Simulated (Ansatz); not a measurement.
Sn3SeS2: computed properties

Theory: DFT PBE, scalar-relativistic, plane waves, PAW (Ansatz 0.2.0).

Cutoff 420 eV; k points 12×12×4 on the computed 6-atom cell (Γ-centred); Gaussian smearing, width 0.02 eV; no spin polarisation.

The structure is relaxed at this level of theory with its symmetry kept, and needn't be the ground state of this composition.

```xyz
6
Lattice="4.1869 0.0000 0.0000 -2.0934 3.6259 0.0000 0.0000 0.0000 10.2482" Properties=species:S:1:pos:R:3 pbc="T T T"
Sn    2.0934    1.2086    8.4475
Sn    0.0000    0.0000    5.1241
Sn    0.0000    2.4173    1.8007
Se    0.0000    0.0000    0.0000
S     0.0000    2.4173    6.7866
S     2.0934    1.2086    3.4616
```

| Quantity | Value |
| --- | --- |
| Space group | P-3m1 (No. 164) |
| Volume per atom | 25.93 Å³ |
| Formation energy from the elements' standard states (uncorrected) | -0.416 eV/atom |
| Kohn–Sham band gap | 0.12 eV |
| Orbital (Löwdin) character of the top 1 eV of the valence band | S 3p 34 %, Sn 5s 25 %, Se 4p 19 %, Sn 5p 17 % |
| Orbital (Löwdin) character of the lowest 1 eV of the conduction band | Sn 5p 70 %, S 3s 8 %, S 3p 8 % |
| Bader charge by site (e) | Sn (2 in the cell) 0.94, Sn (1 in the cell) 1.01, Se (1 in the cell) -0.88, S (2 in the cell) -1.01 |

The cell was found from a structure generator's guess, not taken from experiment. Kohn–Sham gaps at this level usually fall short of measured ones. Löwdin shares on free-atom orbitals overweight diffuse shells in the empty bands.
